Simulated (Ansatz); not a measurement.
## Field gradients at the nuclei in Na2Se2O7

The cell is a Materials Project structure (computed, not necessarily an observed phase) whose atoms were relaxed with PBE, the cell held.

```cif
data_Na2Se2O7
_symmetry_space_group_name_H-M 'P-1'
_symmetry_Int_Tables_number 2
_cell_length_a 6.9403
_cell_length_b 6.9488
_cell_length_c 7.0458
_cell_angle_alpha 82.502
_cell_angle_beta 65.267
_cell_angle_gamma 82.053
loop_
_atom_site_label
_atom_site_type_symbol
_atom_site_symmetry_multiplicity
_atom_site_Wyckoff_symbol
_atom_site_fract_x
_atom_site_fract_y
_atom_site_fract_z
Na1 Na 2 i 0.2668 0.6463 0.6043
Na3 Na 2 i 0.7442 0.9259 0.7638
Se5 Se 2 i 0.7550 0.8635 0.2784
Se7 Se 2 i 0.2020 0.5963 0.1342
O9 O 2 i 0.6334 0.9731 0.1336
O11 O 2 i 0.6320 0.6926 0.4535
O13 O 2 i 0.8424 0.0120 0.3826
O15 O 2 i 0.2602 0.7311 0.2721
O17 O 2 i 0.0991 0.3963 0.2649
O19 O 2 i 0.3654 0.5753 0.8905
O21 O 2 i 0.9830 0.7449 0.0802
```

One atom of each set is listed.

The numbers come from a DFT calculation in Ansatz (PBE, plane waves and PAW, scalar-relativistic, 420 eV cutoff, Γ-centred 4×3×3 k-points, Fermi–Dirac smearing 0.02 eV).

Conventions: |V_zz| ≥ |V_yy| ≥ |V_xx|, η = (V_xx − V_yy)/V_zz, C_Q = eQV_zz/h.

²³Na: I = 3/2, Q = 104.0 mb; O-17: I = 5/2, Q = -25.58 mb. Quadrupole moments are those of Pyykkö's year-2017 table.

| site | atoms | first shell | V_zz (10²¹ V/m²) | η | C_Q (MHz) |
| --- | --- | --- | --- | --- | --- |
| Na1 | 2 | 6 O at 2.35–2.40 Å | -0.38 | 0.61 | -0.954 |
| Na3 | 2 | 6 O at 2.34–2.69 Å | -0.82 | 0.73 | -2.07 |
| Se5 | 2 | 4 O at 1.64–1.80 Å | 11.87 | 0.05 | – |
| Se7 | 2 | 4 O at 1.63–1.86 Å | 15.15 | 0.19 | – |
| O9 | 2 | 1 Se at 1.64 Å; also 2 Na at 2.43–2.44 Å | 18.11 | 0.21 | -11.2 |
| O11 | 2 | 1 Se at 1.64 Å; also 3 Na at 2.35–3.27 Å | 17.85 | 0.17 | -11.0 |
| O13 | 2 | 1 Se at 1.65 Å; also 3 Na at 2.39–2.69 Å | 17.82 | 0.14 | -11.0 |
| O15 | 2 | 1 Se at 1.63 Å; also 2 Na at 2.36 Å | 18.21 | 0.14 | -11.3 |
| O17 | 2 | 1 Se at 1.64 Å; also 2 Na at 2.34–2.36 Å | 18.01 | 0.24 | -11.1 |
| O19 | 2 | 1 Se at 1.63 Å; also 1 Na at 2.36 Å | 18.58 | 0.18 | -11.5 |
| O21 | 2 | 2 Se at 1.80–1.86 Å, angle 123°; also 2 Na at 3.21–3.33 Å | 15.74 | 0.90 | -9.73 |

At O9, O11, O13, O15, O17 and O19 V_zz points along its bond to Se (within 2°) in each case.

Se has no stable isotope with a ground-state quadrupole moment in the table, so no C_Q is given.
